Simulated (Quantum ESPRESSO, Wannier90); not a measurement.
# TiS2 (C2/m, isolated units), plane waves to Wannier functions

```
TiS2
1.0
    2.96787    -1.71349     0.00000
    2.96787     1.71349     0.00000
   -1.08557     0.00000    11.19335
Ti S
1 2
Direct
  0.00000   0.00000   0.00000
  0.31047   0.31047   0.87475
  0.68953   0.68953   0.12525
```

Materials Project entry mp-1062030; symmetrised, unrelaxed at this level. Level: PBEsol, no spin polarisation, no spin-orbit coupling; pw.x of Quantum ESPRESSO at 68 Ry with PseudoDojo potentials, 8×8×4 k-points, Wannier90. Density: 10×10×1 mesh, Gaussian smearing 0.01 Ry. The cell is built of weakly bound layers, chains or molecules, whose nearest atoms lie 8.56 Å apart, far more than in van der Waals crystals (3.2 to 4.2 Å): it describes nearly isolated units, such as a monolayer, not the bulk crystal. The gap is small at this level and was sampled on the meshes and a path alone.

Functional, cutoff and mesh named above are those of the base row (8×8×4); the first column says what each row takes instead. Model: 11 functions from bands 7-27, start hydrogen-like Ti: d; S: p, centres 0.05 Å off the atoms, frozen window tied to the conduction edge or Fermi level of each row, as listed, which moves Ω_I and hoppings a little by itself. Energies are relative to the valence-band maximum; the misfit is to pw.x on a path, for states up to 1.1 eV relative to the valence-band maximum. Only the mesh of Bloch states changes. The disentangled Ω_I can sit in another minimum from row to row.

```
mesh     frozen to (eV)  Ω_I (Å²)  rms misfit (meV)  k-points (cost)  rough cost of nscf and overlaps (first row = 1)
-------  --------------  --------  ----------------  ---------------  -----------------------------------------------
3×3×2              1.59     12.55                66               18                                              1.0
4×4×2              1.59         ?                16               32                                              1.5
5×5×3              1.59     13.63               9.9               75                                                3
7×7×3              1.59     14.10               2.1              147                                                6
8×8×4              1.59     14.19               0.8              256                                               10
10×10×5            1.59     14.36               0.2              500                                               20
```

Complete the blanks.


- 4×4×2, Ω_I (Å²): 13.15
